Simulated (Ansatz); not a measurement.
KMgH₃ (cubic perovskite, Pm-3m) at seven volumes, r²SCAN in the plane-wave PAW code Ansatz, scaled uniformly. One row is withheld.

```
V (Å³/atom)  P (GPa)
-----------  -------
11.579          4.19
11.960          2.59
12.342          1.20
12.724         -0.01
13.106         -1.06
13.487             ?
13.869         -2.77
```

**Question.** Fit the shown pressures and predict the withheld one.

**Answer.** Third-order Birch–Murnaghan: P = (3/2)B₀(x^(7/2) − x^(5/2))[1 + (3/4)(B′ − 4)(x − 1)] with x = (V₀/V)^(2/3). Least squares on the six rows gives V₀ = 12.721 Å³/atom, B₀ = 37.54 GPa, B′ = 3.65. At V = 13.487, x = 0.9618 and P = -1.97 GPa. The run itself gave -1.97 GPa.

The workflow started from a Materials Project entry (that database holds measured and hypothetical structures alike); the Crystallography Open Database files this formula in space group No. 221, but the cells were not matched. Whether it is the stable phase at ambient conditions was not checked. Symmetry was held in the r²SCAN relaxation; its stability against distortions is not shown here.

Potentials: the later of the program's two PAW sets.
